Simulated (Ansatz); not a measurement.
**HfGeTe: relaxation (Ansatz)**

input.yaml:

```yaml
crystal:
  lattice:
    - [3.891847, 0.0, 0.0]
    - [0.0, 3.891847, 0.0]
    - [0.0, 0.0, 8.547985]
  atoms:
    - { symbol: Hf, position: [0.0, 0.5, 0.241] }
    - { symbol: Hf, position: [0.5, 0.0, 0.759] }
    - { symbol: Te, position: [0.0, 0.5, 0.62] }
    - { symbol: Te, position: [0.5, 0.0, 0.38] }
    - { symbol: Ge, position: [0.0, 0.0, 0.0] }
    - { symbol: Ge, position: [0.5, 0.5, 0.0] }
  symmetry: { tolerance: 0.0003 }
kpoints:
  mp_grid: { grid: [9, 9, 4], shift: [0, 0, 0] }
magnetization:
  spin_polarized: false
scf:
  occupations: { method: fermi_dirac }
  lower_state_search: "off"
hamiltonian:
  pseudopotentials: { kind: paw }
  xc: r2scan
basis:
  ecutwfc: 500
  fft_grid_basis: typed
relax:
  max_steps: 60
  cell: { p_target: 0.0 }
  f_tol: 0.03
output:
  forces: true
  stress: true
  eigenvalues: true
  bader: true
  populations: true
  elf: true
  write_potential: true
  volumetric_format: npy
  dos:
    e_range: [-12, 8]
    de: 0.05
    projected: { site_lists: { Ge: [Ge], Hf: [Hf], Te: [Te] } }
checkpoint:
  read: saved_state
```

The command:

```bash
ansatz run input.yaml --threads 2 --pin off --max-ram 3584MiB --backend cpu --events-out ev --progress --plain --runs-dir out
```

Origin of the cell: a database entry, scaled a little.

The smearing width isn't typed, so it takes its default of 0.1 eV.

The saved state is a converged single point of the same cell.

Steps («new basis» is an SCF on plane waves selected anew at the same cell):

| step | ΔF (meV/atom) | max force component (eV/Å) | P (GPa) | volume (Å³) | SCF iterations | step was |
| --- | --- | --- | --- | --- | --- | --- |
| 1 | 0.0 | 0.573 | -0.51 | 129.47 | 8 | accepted |
| 2 | 17.8 | 1.185 | 0.78 | 127.63 | 10 | rejected |
| 3 | -5.2 | 0.036 | -0.16 | 128.74 | 14 | accepted |
| 4 | -5.3 | 0.014 | 0.01 | 128.56 | 7 | accepted |
| 5 | -5.3 | 0.008 | -0.03 | 128.64 | 8 | accepted |
| 6 | -5.2 | 0.008 | -0.03 | 128.64 | 6 | new basis |

Before:

Space group P4/nmm (No. 129); the run's cell has a = 3.892 Å, b = 3.892 Å, c = 8.548 Å, α = 90.00°, β = 90.00°, γ = 90.00°. Shortest distances: Ge–Ge 2.75 Å, Ge–Hf 2.83 Å, Hf–Te 3.00 Å, Te–Te 3.43 Å.

The relaxed structure.

Space group P4/nmm (No. 129); the run's cell has a = 3.877 Å, b = 3.877 Å, c = 8.558 Å, α = 90.00°, β = 90.00°, γ = 90.00°. Shortest distances: Ge–Ge 2.74 Å, Ge–Hf 2.85 Å, Hf–Te 2.97 Å, Te–Te 3.46 Å.

```
CELL_PARAMETERS angstrom
3.87711 0.00000 0.00000
0.00000 3.87711 0.00000
0.00000 0.00000 8.55796
ATOMIC_POSITIONS crystal
Hf 0.00000 0.50000 0.24486
Hf 0.50000 0.00000 0.75514
Te 0.00000 0.50000 0.62309
Te 0.50000 0.00000 0.37691
Ge 0.00000 0.00000 0.00000
Ge 0.50000 0.50000 0.00000
```

```
Free energy lowered by  : 5.2 meV/atom
Volume change           : -0.64 %
Final pressure          : -0.03 GPa
Relaxation steps listed : 6
Gap on the mesh         : none (metal)
```

Caveats: no moments, though an odd count or open d shells may carry them; no spin-orbit coupling, though heavy elements are present; the relaxation held the start's symmetry, so the end may be a saddle point.

The run took 3.7 min on 2 threads of Arm Neoverse V1, with other jobs on the host, peak memory 0.91 GiB, from a saved density.
